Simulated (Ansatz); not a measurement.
BaInHO2:
```xyz
5
Lattice="4.2840 0.0000 0.0000 0.0000 4.2840 0.0000 0.0000 0.0000 3.8807" Properties=species:S:1:pos:R:3 pbc="T T T"
Ba     2.1420     2.1420     1.9403
In     0.0000     0.0000     0.0000
O      2.1420     0.0000     0.0000
O      0.0000     2.1420     0.0000
H      0.0000     0.0000     1.9403
```

Cartesian axes are those of the cell as given.

Problem. Give the high-frequency dielectric tensor and the Born effective charge tensors of the independent atoms from DFPT, the program Ansatz at the PBEsol level (PAW).

Solution. 
ε∞:
```
5.29  0.00  0.00
0.00  5.29  0.00
0.00  0.00  5.90
```
Z* of atom 1 (Ba), rows: field, columns: displacement, in e:
```
2.66  0.00  0.00
0.00  2.66  0.00
0.00  0.00  3.02
```
Z* of atom 2 (In), rows: field, columns: displacement, in e:
```
3.58  0.00  0.00
0.00  3.58  0.00
0.00  0.00  3.26
```
Z* of atom 3 (O), rows: field, columns: displacement, in e:
```
-3.29   0.00   0.00
 0.00  -2.15   0.00
 0.00   0.00  -2.28
```
Z* of atom 5 (H), rows: field, columns: displacement, in e:
```
-0.81   0.00   0.00
 0.00  -0.81   0.00
 0.00   0.00  -1.71
```

Space group P4/mmm. The start of the workflow was typed in or built on a structure type; neither database checked (COD, Materials Project) lists it. Its standing as an ambient phase is unchecked. The cell was relaxed with PBEsol under the symmetry of its start. At this level the phase is dynamically unstable (imaginary phonons). Spin–orbit coupling is left out wherever it is not named.

Potentials: the earlier of the program's two PAW sets. The files were generated under PBE; for other functionals the program regenerates the frozen cores, and for LDA and PBEsol the local potential too.
